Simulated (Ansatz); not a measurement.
Polymorphs of MoIr, each relaxed with the program Ansatz at the PBE level (PAW):

A: L1₀ or tetragonal B2 (P4/mmm)
a = b = 2.7637 Å, c = 3.9206 Å, α = β = γ = 90.00°

```tsv
atom	site	symmetry	x	y	z
Ir	1a	4/mmm	0.0000	0.0000	0.0000
Mo	1d	4/mmm	0.5000	0.5000	0.5000
```

B: rock salt (Fm-3m)
a = b = c = 5.176 Å, α = β = γ = 90.00°

```tsv
atom	site	symmetry	x	y	z
Ir	4a	m-3m	0.0000	0.0000	0.0000
Mo	4b	m-3m	0.5000	0.5000	0.5000
```

**Question.** Put the candidates in order of energy per atom at 0 K, lowest first, for PBE.

**Answer.** A (+0 meV/atom), B (+1063 meV/atom)

Typed or built starts, not in the databases checked: A; B. All cells were relaxed under the symmetry of their starts (and spin orders); stability against distortions was not tested throughout. Rows with no word on spin ran without spin polarisation. Spin–orbit coupling is left out wherever it is not named.

Energies hold the estimated change up to a 700 eV cutoff; steps of a few meV lie near the error of the meshes.

Potentials: the earlier of the program's two PAW sets.
